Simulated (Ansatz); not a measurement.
B2Ru in space group P6/mmm (No. 191; Ru on 1a, B on 2d) under volume change, the program Ansatz at the r²SCAN level (PAW), shape and atoms relaxed at each volume.

```
V (Å³/atom)  E − E(relaxed) (meV/atom)  P (GPa)
-----------  -------------------------  -------
7.779                             75.8    34.29
8.035                                …        …
8.292                              7.5     9.67
8.548                              0.0    -0.01
8.804                              6.8    -8.27
9.061                                …        …
9.317                             55.2   -21.29
```

Task: Some entries are withheld; supply them.

Result: 
- 9.061, E − E(relaxed) (meV/atom): 25.8
- 9.061, P (GPa): -15.30
- 8.035, E − E(relaxed) (meV/atom): 31.8
- 8.035, P (GPa): 21.00

Task: What does a third-order Birch–Murnaghan fit give for V₀, B₀ and B′?

Result: V₀ = 8.55 Å³/atom, B₀ = 297 GPa, B′ = 4.3.

The cell is a constructed one: a structure type filled with these elements; neither database checked (COD, Materials Project) lists it. COD files the formula under space group No. 59. Its standing as an ambient phase is unchecked. The cell was relaxed with r²SCAN under the symmetry of its start; whether a distortion lowers the energy is not shown. The run is not spin-polarised.

Potentials: the earlier of the program's two PAW sets.
